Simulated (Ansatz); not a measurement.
Not every guess gives a structure. This one for MgBe2SeO2 was tried:

The cell of MgBe2SeO2 is invented: random cell by space group and Wyckoff sites (P6/mmm, No. 191). The dimensions are guesses.

```
Mg Be Se O
1.0
     4.21478    0.00000    0.00000
    -2.10739    3.65010    0.00000
     0.00000    0.00000    5.25971
Mg Be Se O
1 2 1 2
Direct
  0.00000 0.00000 0.50000
  0.33333 0.66667 0.00000
  0.66667 0.33333 0.00000
  0.00000 0.00000 0.00000
  0.00000 0.00000 0.25097
  0.00000 0.00000 0.74903
```

Theory: Ansatz, DFT PBE, scalar-relativistic, plane waves, PAW.

Input of a coarse relaxation:

```yaml
crystal:
  lattice:
    - [4.21477778, 0.0, 0.0]
    - [-2.10738889, 3.65010462, 0.0]
    - [0.0, 0.0, 5.25970842]
  atoms:
    - { symbol: Mg, position: [0.0, 0.0, 0.5] }
    - { symbol: Be, position: [0.33333333, 0.66666667, 0.0] }
    - { symbol: Be, position: [0.66666667, 0.33333333, 0.0] }
    - { symbol: Se, position: [0.0, 0.0, 0.0] }
    - { symbol: O, position: [0.0, 0.0, 0.25096983] }
    - { symbol: O, position: [0.0, 0.0, 0.74903017] }
basis:
  ecutwfc: 420
kpoints:
  mp_grid: { grid: [6, 6, 4] }
hamiltonian:
  xc: pbe
scf:
  occupations: { method: gaussian, width: 0.1 }
  lower_state_search: "off"
output:
  forces: true
  stress: true
  eigenvalues: true
relax:
  adjacent_minimum: "off"
  f_tol: 0.04
  max_steps: 70
  cell: { stress_tol: 0.4 }
```

```bash
ansatz run input.yaml --threads 1 --pin off --max-ram 2560MiB --backend cpu --events-out ev --progress --plain --runs-dir out
```

Last lines of the log:

```
SCF iter   3: F=—  HF=-8680.461321 eV  |F-HF|=—  |Δ(HF+E_count)|=   5.87e-2  Δρ=4.42e-3  dr2=2.32e-2  ethr=3.93e-4  ⟨swp⟩=2.0  Hψ=897  notcnv=0  defer=17
SCF iter   4: F=—  HF=-8680.463235 eV  |F-HF|=—  |Δ(HF+E_count)|=   1.91e-3  Δρ=2.04e-3  dr2=7.00e-3  ethr=5.53e-5  ⟨swp⟩=2.0  Hψ=744  notcnv=0  defer=17
SCF iter   5: F=—  HF=-8680.462575 eV  |F-HF|=—  |Δ(HF+E_count)|=   6.59e-4  Δρ=8.37e-4  dr2=1.12e-3  ethr=1.67e-5  ⟨swp⟩=2.0  Hψ=720  notcnv=0  defer=17
SCF iter   6: F=—  HF=-8680.462392 eV  |F-HF|=—  |Δ(HF+E_count)|=   1.84e-4  Δρ=2.16e-4  dr2=3.64e-5  ethr=2.66e-6  ⟨swp⟩=2.1  Hψ=818  notcnv=0  defer=17
SCF iter   7: F=—  HF=-8680.462536 eV  |F-HF|=—  |Δ(HF+E_count)|=   1.44e-4  Δρ=5.97e-5  dr2=2.46e-6  ethr=8.68e-8  ⟨swp⟩=2.0  Hψ=1033  notcnv=0  defer=17
SCF iter   8: F=—  HF=-8680.462537 eV  |F-HF|=—  |Δ(HF+E_count)|=   1.20e-6  Δρ=2.24e-5  dr2=2.94e-7  ethr=5.86e-9  ⟨swp⟩=2.0  Hψ=975  notcnv=0  defer=17
SCF iter   9: F=-8680.462537 eV  HF=-8680.462537 eV  |F-HF|=3.19e-9  |Δ(HF+E_count)|=   1.38e-7  Δρ=8.40e-6  dr2=6.00e-8  ethr=2.38e-10  ⟨swp⟩=9.7  Hψ=3044  notcnv=0
Error: refused after 9 iterations: one_centre_occupation = 2.16e0 (threshold 2.00e0); read on the Mg atom at site 0 (counted from 0), in its partial waves of l = 2. The loop had accepted its state. The figure is how many electrons the atom's PAW partial-wave expansion lays in one spin orbital inside
```

Task: Why is there no result?

Result: The SCF loop converged, but the program refused the state. The PAW expansion on Mg put 2.16 electrons into one spin orbital, where the Pauli principle allows one. The run has most likely filled a ghost state of the dataset, or the PAW spheres overlap too strongly; at the start of this run the shortest distance is 1.31 Å. No property of the compound can be read from it.

Time: 1.8 s on 1 thread of Intel(R) Xeon(R) 6975P-C (Granite Rapids), with other jobs on the host, peak memory 0.41 GiB.
